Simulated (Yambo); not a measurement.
**Convergence of the G0W0 gap of Sr2OsH6**

G0W0@LDA for Sr₂OsH₆ (space group Fm-3m, No. 225) in Yambo. Reference settings: 4×4×4 Γ-centred k mesh, bands 5 to 159 and a 7 Ry block in the screening, 159 bands in G with the Bruneval-Gonze terminator, plasmon pole fitted at 27.2 eV. The LDA gap Γ → X on this mesh is 2.25 eV; G0W0 gaps are taken between the same points.

| change from the reference | G0W0 gap Γ → X (eV) | shift of the valence edge (eV) | rough Yambo cost |
|---|---|---|---|
| reference settings | 3.60 | -0.40 | 1 |
| 61 bands in G | 3.60 | -0.33 | – |
| wavefunctions cut at 25 Ry | 3.59 | -0.38 | about 1/3 |
| no point-group symmetry | 3.59 | -0.40 | about 4× |
| 61 bands in G, no terminator | 3.48 | 0.32 | – |
| no terminator | 3.56 | -0.22 | – |

The reference isn't shown to be the converged limit. Costs are rough (shared machines), scaled to the same edge states, and given only for runs that recompute the screening.

Without spin-orbit coupling, band edges of such heavy elements can be off by tenths of an eV.

Geometry of the Materials Project entry, not relaxed at this level; primitive cell a = b = c = 5.391 Å, α = β = γ = 60.00°.

The structure is a Materials Project entry; no match was found in the copy of COD used, and its stability was not checked.

A shift is the quasiparticle energy of the state minus its LDA energy.
